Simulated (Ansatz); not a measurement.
Os:
```cif
data_Os2
_chemical_formula_sum 'Os2'
_space_group_name_H-M_alt 'P63/mmc'
_space_group_IT_number 194
_space_group_name_Hall '-P 6c 2c'
_cell_length_a 2.75408
_cell_length_b 2.75408
_cell_length_c 4.34674
_cell_angle_alpha 90.000
_cell_angle_beta 90.000
_cell_angle_gamma 120.000
loop_
_atom_site_label
_atom_site_type_symbol
_atom_site_symmetry_multiplicity
_atom_site_Wyckoff_symbol
_atom_site_fract_x
_atom_site_fract_y
_atom_site_fract_z
_atom_site_occupancy
Os1 Os 2 d 0.66667 0.33333 0.25000 1
```

Relaxed at zero pressure with DFT-PBE in the program Ansatz with PAW potentials.

### Question
The volume is lowered by 9 % and shape and atoms relax at that volume. What pressure results, and how do the axes share the change?

### Answer
46.9 GPa; a -3.2 %, b -3.2 %, c -2.8 %; the energy rises by 172 meV/atom.

### Question
Give the new structure.

### Answer

Space group P6₃/mmc (No. 194); a = b = 2.6648 Å, c = 4.2250 Å, α = β = 90.00°, γ = 120.00°

```csv
atom,site,symmetry,x,y,z
Os,2d,-6m2,0.6667,0.3333,0.2500
```

The phase is kept; no other phase was compared at this pressure.

Space group P6_3/mmc (hcp (Mg type)). Symmetry was held in the PBE relaxation. No spin polarisation was allowed. Axis ratios of metals converge slowly with the k-mesh, so a and c are less sure than the volume. Scalar-relativistic: spin–orbit coupling is off unless named, which matters more the heavier the elements.

Potentials: the later of the program's two PAW sets.
